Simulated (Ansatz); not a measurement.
LiTaO3 in space group P4mm (No. 99; Ta on 1b, Li on 1a, O on 1b, O on 2c), plane-wave PAW PBEsol (Ansatz code). The conduction-band minimum lies at Γ, with 1 equivalent valley. Second derivatives d²E/dk² of the lowest band at one valley (eV·Å²), along Cartesian directions:

```tsv
direction	d²E/dk²
[100]	24.71
[010]	24.71
[001]	0.5585
[110]	24.70
[101]	12.64
[011]	12.64
```

Problem. Find the principal effective masses, the density-of-states mass and the conductivity mass.

Solution. Off-diagonal terms follow from H_xy = H[110] − (H_xx + H_yy)/2, and m*/mₑ = 7.620 eV·Å² over each eigenvalue: 0.31, 0.31, 14. One valley's DOS mass (m₁m₂m₃)^(1/3) = 1.1, conductivity mass 3/(Σ 1/mᵢ) = 0.46 mₑ.

Problem. What effective density of states Nc follows at 300 K for parabolic valleys?

Solution. Nc = 2.509e19 × 1 × (1.1)^(3/2) ≈ 2.9e19 cm⁻³.

Problem. With the computed static dielectric constant 31.2 (mean of the diagonal), estimate a hydrogenic donor's binding energy and radius.

Solution. E = 13.606 eV × 0.46/31.2² ≈ 6.4 meV; a = 0.529 Å × ε/m* ≈ 36 Å. Semilocal masses tend to be too small when the gap is underestimated.

The start of the workflow was typed in or built on a structure type; neither database checked (COD, Materials Project) lists it. It is not the phase usual at ambient conditions (space group No. 161). The PBEsol relaxation kept the symmetry of its start. At this level the phase is dynamically unstable (imaginary phonons). No spin polarisation was allowed. Spin–orbit coupling is left out wherever it is not named.

Potentials: the later of the program's two PAW sets.
